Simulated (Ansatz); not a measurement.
## RbLuS2 (R-3m) under pressure

```yaml
crystal:
  lattice:
    - [1.96744, 1.13590, 7.53920]
    - [-1.96744, 1.13590, 7.53920]
    - [0.00000, -2.27180, 7.53920]
  atoms:
    - { symbol: Rb, position: [0.00000, 0.00000, 0.00000] }
    - { symbol: Lu, position: [0.50000, 0.50000, 0.50000] }
    - { symbol: S, position: [0.23023, 0.23023, 0.23023] }
    - { symbol: S, position: [0.76977, 0.76977, 0.76977] }
```

This is the zero-pressure cell under PBEsol. Cell and atoms are relaxed by PAW (default files of Ansatz 0.2.0, cutoff 420 eV, stress met within about 0.05 GPa) at each pressure, in this structure whether or not another phase would take over; P is the pressure reached, less that of this cell. Levels come from PBEsol, all-electron LAPW in Ansatz 0.2.0, scalar-relativistic; k mesh 6×6×6, fixed occupations, basis error target 0.5 meV/atom. Conduction levels are in eV over the valence top (at Γ), at fixed fractional wave vectors. Zone-centre phonons come from finite displacements by PAW, without the LO-TO term.

```tsv
P (GPa)	V/V₀	c/a	F (oblique)	L (oblique)	Γ	Eu TO (cm⁻¹)	A1g (cm⁻¹)
-1.97	1.0465	5.7606	2.201	2.683	2.959	63.5	266.9
0.00	1.0000	5.7480	2.079	2.599	3.102	71.4	279.5
2.02	?	?	?	?	?	?	?
4.02	0.9319	5.7643	1.843	2.427	3.122	83.7	301.1
7.02	0.8935	5.7835	1.679	2.303	3.052	91.2	314.9
10.02	0.8617	5.8088	1.522	2.181	2.953	97.5	327.4
15.03	0.8185	5.8598	1.270	1.979	2.763	106.5	346.2
```

Q: Fit the third-order Birch-Murnaghan equation to the rows shown.

A: With f = [(V₀/V)^(2/3) − 1]/2, the normalised pressure F = P/[3f(1 + 2f)^(5/2)] is 47.6 GPa at f = -0.0149, 49.4 GPa at f = 0.0241, 49.7 GPa at f = 0.0390, 50.0 GPa at f = 0.0522, 50.2 GPa at f = 0.0714. The line F = B₀[1 + (3/2)(B′ − 4)f] gives B₀ = 48.3 GPa and B′ = 4.4.

Q: What are the volume deformation potentials and pressure coefficients of these levels at zero pressure?

A: 

```csv
level,dE/dlnV (eV),dE/dP = −(dE/dlnV)/B₀ (meV/GPa),mean slope up to 4.0 GPa (meV/GPa)
F (oblique),2.95,-61.1,-58.9
L (oblique),2.08,-43.0,-43.0
Γ,-1.91,39.5,5.1
```

dE/dlnV is the slope of a cubic fit in ln V at V₀. The last column is read from two rows and shows how the slope bends with pressure. A level that another band crosses inside the range is left out of the tables.

Q: What mode Grüneisen parameters follow?

A: γ = −d ln ω/d ln V at V₀ from a quadratic fit in ln V: Eu 2.42, A1g 1.03.

Q: Fill the row at 2.02 GPa.

A: The fits give V/V₀ = 0.9624 and F (oblique) = 1.958 eV. Computed: V/V₀ = 0.9627, c/a = 5.7560, F (oblique) = 1.957, L (oblique) = 2.511, Γ = 3.136, Eu TO (cm⁻¹) = 78.0, A1g (cm⁻¹) = 290.9.

Caveats: no other phase was computed; many crystals of this kind change structure within this range, and rows or crossings beyond such a change describe a metastable lattice; no spin-orbit coupling on heavy atoms; the frozen-core PAW files of the relaxations were fitted under PBE, their cores solved anew for this functional; semilocal gaps are low, and the spacing of valleys can be off by tenths of an eV; levels are read at fixed fractional k, so an edge that moves off these points is missed.
